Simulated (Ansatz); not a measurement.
Relaxed-ion elastic tensor of CaTiO3 in space group R3c (No. 161; Ca on 6a, Ti on 6a, O on 18b) in GPa (Voigt order), PBEsol in the plane-wave PAW code Ansatz; density 4.02 g/cm³, 11.22 Å³ per atom.

```
  317    134   80.7   19.3    0.0    0.0
  134    317   80.7  -19.3    0.0    0.0
 80.7   80.7    192    0.0    0.0    0.0
 19.3  -19.3    0.0   64.2    0.0    0.0
  0.0    0.0    0.0    0.0   64.2   19.3
  0.0    0.0    0.0    0.0   19.3   91.5
```

Question: Is the crystal mechanically stable?

Answer: Yes: the smallest eigenvalue of C is 54.3 GPa.

Question: Work out the Voigt, Reuss and Hill averages.

Answer: K_V = 158, K_R = 144, K_H = 151; G_V = 79.4, G_R = 72.0, G_H = 75.7 GPa.

Question: Give Young's modulus, Poisson's ratio, Pugh's ratio and the universal anisotropy index.

Answer: E = 9KG/(3K + G) = 194 GPa; ν = 0.28; K/G = 1.99 (ductile by the Pugh limit of 1.75); A_U = 5G_V/G_R + K_V/K_R − 6 = 0.61.

Question: Estimate the sound speeds and the Debye temperature.

Answer: v_l = √((K + 4G/3)/ρ) = 7900 m/s, v_t = √(G/ρ) = 4340 m/s, mean 4830 m/s; Θ = (h/k)(3n/4πV)^(1/3) v_m = 643 K.

Question: How much does each axis shrink under pressure?

Answer: Linear compressibilities β_i = Σ_j S_ij (j = 1 to 3): x 1.5, y 1.5, z 3.9 per TPa.

The start of the workflow was typed in or built on a structure type; neither database checked (COD, Materials Project) lists it. COD files the formula under space group No. 11, 62, 65, 140, 221. Whether it is the stable phase at ambient conditions was not checked. The cell was relaxed with PBEsol under the symmetry of its start; whether a distortion lowers the energy is not shown. The workflow began spin-polarised and lost its moments.

Potentials: the earlier of the program's two PAW sets. The files were generated under PBE; for other functionals the program regenerates the frozen cores, and for LDA and PBEsol the local potential too.
